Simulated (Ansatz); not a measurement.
# WSe₂: pressure against volume

Reference cell: a structure deposited in the COD, ions relaxed with PBE at fixed cell.

```xyz
6
Lattice="3.2900 0.0000 0.0000 -1.6450 2.8492 0.0000 0.0000 0.0000 12.9700" Properties=species:S:1:pos:R:3 pbc="T T T"
W     0.0000    1.8995    3.2425
W     1.6450    0.9497    9.7275
Se    0.0000    1.8995    8.0451
Se    1.6450    0.9497    1.5601
Se    0.0000    1.8995   11.4099
Se    1.6450    0.9497    4.9249
```

Atoms are numbered from 1 in the order listed; like atoms form one site, named after its first atom.

Computed with Ansatz: DFT, PBE, plane waves and PAW, scalar-relativistic, collinear spin, 420 eV cutoff, Γ-centred 15×15×4 k-points, Fermi–Dirac smearing 0.02 eV. Start moments as typed (μB): 2 on each W, none on the rest.

The cell is scaled uniformly, and the ions relax again at each size.

| V/V₀ | pressure (GPa) | gap on the k-mesh (eV) |
| --- | --- | --- |
| 0.94 | ? | ? |
| 0.96 | 5.9 | 0.91 |
| 0.98 | 4.4 | 0.95 |
| 1.00 | 2.9 | 0.99 |
| 1.02 | 1.7 | 1.02 |
| 1.04 | 0.5 | 1.05 |
| 1.06 | -0.6 | 1.07 |

Task: Estimate the row at V/V₀ = 0.94, the equilibrium volume and the bulk modulus.

Result: pressure (GPa): 7.7; gap on the k-mesh (eV): 0.87. Worked: a parabola in ln(V/V₀) through the other 6 rows gives 7.7 GPa there. It crosses zero pressure at V/V₀ = 1.049, the equilibrium volume of this functional, where the bulk modulus is B = −dP/d ln V = 55 GPa. The shape of the cell is held, so in this non-cubic crystal both values are those of uniform scaling, and B is an upper bound to the hydrostatic one. No dispersion correction is included, which matters between the layers of this solid. The gap rises as the cell grows, by 0.017 eV per per cent of volume.

PBE gaps are too small, by a third to a half in many semiconductors; their changes with volume are better.

The start moments die out, and the run ends without spin.
